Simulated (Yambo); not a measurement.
BSE-type run in Yambo on KMo2AlO8 (space group P-3m1, No. 164), at zero momentum.

Quantum ESPRESSO step (PBEsol, PseudoDojo standard norm-conserving files, scalar-relativistic):
```
&CONTROL
  calculation = 'nscf'
  pseudo_dir = './pseudo'
  outdir = './out'
/
&SYSTEM
  ibrav = 0
  nat = 12
  ntyp = 4
  ecutwfc = 84.0
  ecutrho = 336.0
  occupations = 'fixed'
  force_symmorphic = .true.
  nbnd = 122
/
&ELECTRONS
  conv_thr = 1.2000000000000002e-08
  diago_full_acc = .true.
  diago_thr_init = 1e-08
/
ATOMIC_SPECIES
O 15.9990 O.upf
Al 26.9815 Al.upf
K 39.0983 K.upf
Mo 95.9500 Mo.upf
CELL_PARAMETERS angstrom
  5.637900163000   0.000000000000   0.000000000000
 -2.818950081000   4.882564765000   0.000000000000
  0.000000000000   0.000000000000   7.318330000000
ATOMIC_POSITIONS crystal
O   0.157070000000   0.842930000000   0.845680000000
O   0.842930000000   0.157070000000   0.154320000000
O   0.157070000000   0.314140000000   0.845680000000
O   0.842930000000   0.685860000000   0.154320000000
O   0.685860000000   0.842930000000   0.845680000000
O   0.314140000000   0.157070000000   0.154320000000
O   0.666666667000   0.333333333000   0.468940000000
O   0.333333333000   0.666666667000   0.531060000000
Al   0.000000000000   0.000000000000   0.000000000000
K   0.000000000000   0.000000000000   0.500000000000
Mo   0.666666667000   0.333333333000   0.229700000000
Mo   0.333333333000   0.666666667000   0.770300000000
K_POINTS automatic
3 3 2 0 0 0
```

Yambo input:
```
rim_cut
optics
bse
bss
dipoles
em1s
RandQpts= 1000000
RandGvec= 1 Ry
FFTGvecs= 40 Ry
Chimod= "HARTREE"
BSKmod= "SEX"
BSEmod= "resonant"
BSSmod= "hs"
BSENGexx= 15 Ry
BSENGBlk= 3 Ry
% KfnQP_E
 2.665 | 1.0 | 1.0 |
%
% BSEQptR
 1 | 1 |
%
% BSEBands
 21 | 62 |
%
% BEnRange
 0.0 | 14.7 | eV
%
% BDmRange
 0.15 | 0.15 | eV
%
BEnSteps= 294
% BLongDir
 1.0 | 0.0 | 0.0 |
%
BSHayTrs= -0.02
BSSNEig= 24
WRbsWF
% BndsRnXs
 3 | 118 |
%
NGsBlkXs= 3 Ry
% LongDrXs
 1.0 | 1.0 | 1.0 |
%
```

From the report:

The dimension is k points × valence × conduction bands = 18 × 24 × 18 = 7776.
```
   [SLEPC] Approach                          : Krylov-Schur
   [SLEPC] Number of requested eigenvalues   :  24
   [SLEPC] Number of eigenvalues        [NEV]:  24
    [K] Dimension                                    :   7776
    [K] Bands                                        :   21   62
    [K] Exchange res                                 : yes
    [K] Correlation res                              : yes
    [K] W interaction is bare                        : no
    [K] RL vectors exchange                          :  1385
    [K] RL vectors correlation                       :  121
    [W] Matrix size                                  :  121
    [W] Bands                                        :    3  118
    [W] Coulomb Cutoff                               : none
    [W] Hxc Kernel                                   : HARTREE
```
Lowest eigenvalues (eV; in brackets the number of states within 2 meV): 3.99 (1), 4.03 (1), 4.18 (2), 4.19 (2), 4.50 (2), 4.53 (2). They depend on the mesh, which isn't converged, and on the G0W0 scissor.

Spin-orbit coupling is not included.

Geometry of the Materials Project entry, not relaxed at this level.

The structure is a Materials Project entry; no match was found in the copy of COD used, and its stability was not checked.
